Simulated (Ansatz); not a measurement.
Lu₃InN (anti-perovskite)

```yaml
crystal:
  lattice:
    - [4.61819, 0.00000, 0.00000]
    - [0.00000, 4.61819, 0.00000]
    - [0.00000, 0.00000, 4.61819]
  atoms:
    - { symbol: Lu, position: [0.50000, 0.50000, 0.00000] }
    - { symbol: Lu, position: [0.00000, 0.50000, 0.50000] }
    - { symbol: Lu, position: [0.50000, 0.00000, 0.50000] }
    - { symbol: In, position: [0.00000, 0.00000, 0.00000] }
    - { symbol: N, position: [0.50000, 0.50000, 0.50000] }
```

The slice is a {100} plane (indices of the conventional cell) through the point (0.500, 0.500, 0.000) (fractional), spanned by u = [100] and v = [010] in vectors of this cell: u (4.62 Å) and v (4.62 Å, at 90° to u). It covers one period; positions are fractions (u, v).

Method: PBEsol (plane waves to 420 eV, PAW, scalar-relativistic; Ansatz, a program for electronic structure). k mesh 10×10×10. Inside the PAW spheres the values are not all-electron values, and peaks at nuclei hang on which shells count as valence. Lu3InN is run without spin polarisation. Lu3InN was relaxed with its symmetry unable to fall.

Three fields on this plane, each scaled to ten steps between its own extremes (0 low, 9 high; the total valence density on a logarithmic scale, the potential cut 8 eV below its top; x marks points blanked near nuclei; v = 0 in the bottom row):

Map A
```
|xxxxxx0015799975100xxxxx|
|xxxxx300268999862003xxxx|
|xxxxx101479999974101xxxx|
|xxxx20137898889873102xxx|
|xx310136887666788631013x|
|000013677543334577631000|
|00013676433xxx3346763100|
|112478743xxxxxxx34787421|
|45678853xxxxxxxxx3588765|
|77899743xxxxxxxxx3479987|
|9999863xxxxxxxxxxx368999|
|9999863xxxxxxxxxxx368999|
|9999863xxxxxxxxxxx368999|
|77899743xxxxxxxxx3479987|
|45678853xxxxxxxxx3588765|
|112478743xxxxxxx34787421|
|00013676433xxx3346763100|
|000013677543334577631000|
|xx310136887666788631013x|
|xxxx20137898889873102xxx|
|xxxxx101479999974101xxxx|
|xxxxx300268999862003xxxx|
|xxxxxx0015799975100xxxxx|
|xxxxxx0014799974100xxxxx|
```

Map B
```
|xxxxxx0368999998630xxxxx|
|xxxxx004689999986400xxxx|
|xxxxx015789999987510xxxx|
|xxxx00367888888876300xxx|
|xx000356766666667653000x|
|000135665432123456653100|
|23456665300xxx0035666543|
|666777530xxxxxxx03577766|
|88888640xxxxxxxxx0468888|
|99998630xxxxxxxxx0368999|
|9999862xxxxxxxxxxx268999|
|9999861xxxxxxxxxxx168999|
|9999862xxxxxxxxxxx268999|
|99998630xxxxxxxxx0368999|
|88888640xxxxxxxxx0468888|
|666777530xxxxxxx03577766|
|23456665300xxx0035666543|
|000135665432123456653100|
|xx000356766666667653000x|
|xxxx00367888888876300xxx|
|xxxxx015789999987510xxxx|
|xxxxx004689999986400xxxx|
|xxxxxx0368999998630xxxxx|
|xxxxxx0268999998620xxxxx|
```

Map C
```
|xxxxxx5200000000025xxxxx|
|xxxxx952100000001259xxxx|
|xxxxx742111111111247xxxx|
|xxxx85322222222222358xxx|
|xx975322334444433223579x|
|655432334567776543323455|
|22222234689xxx9864322222|
|001123468xxxxxxx86432110|
|00012358xxxxxxxxx8532100|
|00012469xxxxxxxxx9642100|
|0001247xxxxxxxxxxx742100|
|0001247xxxxxxxxxxx742100|
|0001247xxxxxxxxxxx742100|
|00012469xxxxxxxxx9642100|
|00012358xxxxxxxxx8532100|
|001123468xxxxxxx86432110|
|22222234689xxx9864322222|
|655432334567776543323455|
|xx975322334444433223579x|
|xxxx85322222222222358xxx|
|xxxxx742111111111247xxxx|
|xxxxx952100000001259xxxx|
|xxxxxx5200000000025xxxxx|
|xxxxxx6200000000026xxxxx|
```

Task: Assign the maps to these fields: electron localisation function (ELF); valence electron density; electrostatic potential energy of an electron, from the cell's mean.

Result: A is the electron localisation function (ELF); B is the electrostatic potential energy of an electron, from the cell's mean; C is the valence electron density.
